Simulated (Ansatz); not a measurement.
SiGe:
```cif
data_Ge6Si6
_chemical_formula_sum 'Si6 Ge6'
_space_group_name_H-M_alt 'R-3m :H'
_space_group_IT_number 166
_space_group_name_Hall '-R 3 2"'
_cell_length_a 3.92441
_cell_length_b 3.92441
_cell_length_c 19.19919
_cell_angle_alpha 90.000
_cell_angle_beta 90.000
_cell_angle_gamma 120.000
loop_
_atom_site_label
_atom_site_type_symbol
_atom_site_symmetry_multiplicity
_atom_site_Wyckoff_symbol
_atom_site_fract_x
_atom_site_fract_y
_atom_site_fract_z
_atom_site_occupancy
Si1 Si 6 c 0.00000 0.00000 0.06118 1
Ge1 Ge 6 c 0.00000 0.00000 0.43597 1
```
(The calculation used a cell of 4 atoms; values per cell refer to that cell.)

Relaxed with r²SCAN.

Q: Tabulate the valence density and the electron localisation function along the shortest Ge–Ge contact (2.46 Å), the program Ansatz at the r²SCAN level (PAW).

A: 

| distance from Ge (Å) | density (e/Å³) | ELF |
|---|---|---|
| 0.25 | 28.54 | 0.01 |
| 0.37 | 12.73 | 0.03 |
| 0.49 | 4.82 | 0.10 |
| 0.61 | 1.95 | 0.23 |
| 0.74 | 1.03 | 0.37 |
| 0.86 | 0.70 | 0.48 |
| 0.98 | 0.57 | 0.60 |
| 1.11 | 0.52 | 0.73 |
| 1.23 | 0.51 | 0.79 |
| 1.35 | 0.52 | 0.73 |
| 1.48 | 0.57 | 0.60 |
| 1.60 | 0.70 | 0.48 |
| 1.72 | 1.03 | 0.37 |
| 1.84 | 1.95 | 0.23 |
| 1.97 | 4.82 | 0.10 |
| 2.09 | 12.73 | 0.03 |
| 2.21 | 28.54 | 0.01 |

The density is the valence pseudo-density with augmentation charge, so density and ELF within about 1 Å of a nucleus are not all-electron values.

The start of the workflow was typed in or built on a structure type; neither database checked (COD, Materials Project) lists it. Whether it is the stable phase at ambient conditions was not checked. Symmetry was held in the r²SCAN relaxation; whether a distortion lowers the energy is not shown.

Potentials: the later of the program's two PAW sets.
